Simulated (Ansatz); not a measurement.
**Cr (diamond): energy against volume**

Theory: DFT, r2SCAN, plane waves (500 eV) with PAW, scalar-relativistic in Ansatz. The PAW files were generated under PBE, with cores re-solved for the functional.

The cell is scaled uniformly from the relaxed one, with fractional coordinates and shape fixed. Energies are extrapolated to zero smearing, pressures are those at the given smearing. Magnetic state: antiferromagnetic.

A Birch-Murnaghan fit gives V₀ = 22.92 Å³/atom, B₀ = 23 GPa, B₀′ = 4.6.

Problem. What are the energy above the minimum and the pressure at 20.200 Å³/atom?

Solution. 28.9 meV/atom and 3.78 GPa as computed.

Problem. What are the energy above the minimum and the pressure at 24.791 Å³/atom?

Solution. 9.3 meV/atom and -1.47 GPa as computed.

Problem. What are the energy above the minimum and the pressure at 25.709 Å³/atom?

Solution. 19.3 meV/atom and -2.00 GPa as computed.
